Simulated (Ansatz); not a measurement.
The relaxed structure here is a generated cell of BP: the first start was made by placing the elements on the sites of a structure type, and the end was not matched to a known phase here, so it may be hypothetical. Known forms of BP include space group No. 216.

One stationary structure of BP. These are PBE (plane waves to 420 eV, PAW, scalar-relativistic; Ansatz, an electronic-structure program) values and carry that method's errors.

```
CELL_PARAMETERS angstrom
      3.20248     0.00000     0.00000
     -1.60124     2.77343     0.00000
      0.00000     0.00000     5.32746
ATOMIC_POSITIONS crystal
  B  0.33333 0.66667 0.66873
  B  0.33333 0.66667 0.33127
  P  0.66667 0.33333 0.79047
  P  0.66667 0.33333 0.20953
```

Q: Find the space group and the Wyckoff positions (tolerance 0.01 Å).

A: Space group P-6m2 (No. 187); a = b = 3.202 Å, c = 5.327 Å, α = β = 90.00°, γ = 120.00°

```
atom  site  symmetry       x       y       z
----  ----  --------  ------  ------  ------
B       2h       3m.  0.3333  0.6667  0.3313
P       2i       3m.  0.6667  0.3333  0.2095
```

Q: Give the shortest distances between elements (the closest pairs, up to four, under 3.6 Å).

A: B–B 1.80 Å; B–P 1.96 Å; P–P 2.23 Å.

- Volume per atom = 11.83 Å³
- Band gap = 1.07 eV, indirect (valence top at Γ, conduction bottom at K) (no spin-orbit coupling)
- Smallest direct gap = 2.74 eV at Γ

No spin polarisation in the result.

It was reached from a disturbed copy of a P4/mmm (No. 123) cell, against which it lies -1.02 eV/atom.
